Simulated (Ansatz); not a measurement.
FePt (L1₀ or tetragonal B2, P4/mmm) at seven volumes, plane-wave PAW PBE (Ansatz code), shape and atoms relaxed at each. One row is withheld.

| V (Å³/atom) | P (GPa) |
|---|---|
| 12.751 | 24.52 |
| 13.171 | 14.82 |
| 13.592 | 6.69 |
| 14.012 | 0.00 |
| 14.432 | -5.44 |
| 14.853 | ? |
| 15.273 | -13.83 |

**Question.** Fit the shown pressures and predict the withheld one.

**Answer.** P = (3/2)B₀(x^(7/2) − x^(5/2))[1 + (3/4)(B′ − 4)(x − 1)] with x = (V₀/V)^(2/3). Least squares on the six rows gives V₀ = 14.015 Å³/atom, B₀ = 202 GPa, B′ = 5.31. At V = 14.853, x = 0.9620 and P = -10.06 GPa. The run itself gave -9.96 GPa.

Symmetry was held in the PBE relaxation. Magnetic state: ferromagnetic, chosen from 5 collinear starts compared on coarse meshes (ties went to the first, and starts can fall back to one state), not a proven ground state. Textbook magnetic order: ferromagnetic. Scalar-relativistic: spin–orbit coupling is off unless named, which matters more the heavier the elements.

Potentials: the earlier of the program's two PAW sets.
